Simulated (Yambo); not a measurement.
Yambo run on Si (space group P6_3/mmc, No. 194). The wavefunctions are norm-conserving PBEsol (Quantum ESPRESSO, 36 Ry, without SOC) ones on a 6×6×2 mesh (8 occupied bands); a = b = 3.826 Å, c = 6.315 Å, α = β = 90.00°, γ = 120.00°.

Yambo input:

```
rim_cut
gw0
dyson
el_el_corr
HF_and_locXC
ppa
em1d
RandQpts= 1000000
RandGvec= 1 Ry
EXXRLvcs= 36 Ry
VXCRLvcs= 144 Ry
Chimod= "HARTREE"
% BndsRnXp
 1 | 58 |
%
NGsBlkXp= 8 Ry
% LongDrXp
 1.0 | 1.0 | 1.0 |
%
PPAPntXp= 27.2114 eV
% GbndRnge
 1 | 58 |
%
GTermKind= "BG"
DysSolver= "n"
ExtendOut
% QPkrange
 1 | 1 | 8 | 9 |
 7 | 7 | 9 | 9 |
%
```

k points by index: 1 = Γ, 7 = M.

The o-*.qp file then holds:

```
#    K-point    Band    Eo [eV]    E [eV]    E-Eo [eV]    Vxc [eV]    Vnlxc [eV]    Sc|Eo [eV]    Sc|E [eV]    dSc/dw|Eo [eV]    Re(Z)    Im(Z)
#
    1    8    0.000000    -0.435585    -0.435585    -11.33611    -12.75799    0.858316    0.986292    -7.993290    0.772944    -0.001696
    1    9    0.946924    1.178755    0.231831    -10.10179    -6.184249    -3.620553    -3.685712    -7.643918    0.780692    -0.001628
    7    9    0.288747    0.496372    0.207625    -9.150851    -5.435622    -3.451580    -3.507604    -7.337886    0.787608    -0.001645
```
(The two width columns are left out.) Convergence of these settings isn't established.

Geometry relaxed with PBEsol.

This is not the ordinary phase of the substance; no match was found in the copy of COD used, and its stability was not checked.
